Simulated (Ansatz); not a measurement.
Computed with DFT, BLYP, plane waves (420 eV) with PAW, scalar-relativistic in Ansatz 0.2.0. (PAW data from PBE, frozen cores regenerated.)

An element in the omega (AlB2-type) structure gives this curve. The cell is scaled uniformly from the relaxed one, with fractional coordinates and shape fixed. Energies are extrapolated to zero smearing, pressures are those at the given smearing. Magnetic state: spin not included.

```
V (Å³/atom)  E − E₀ (meV/atom)  P (GPa)
     30.571               81.7     7.08
     31.961               33.6     4.20
     33.351                7.9     1.90
     34.740                0.0     0.07
     36.130                6.4    -1.39
     37.519               24.2    -2.55
     38.909               51.0    -3.47
```

Task: Which element is it?
A. yttrium
B. indium
C. bismuth
D. antimony

Result: C. Its fit is V₀ = 34.76 Å³/atom, B₀ = 41 GPa, B₀′ = 4.6.
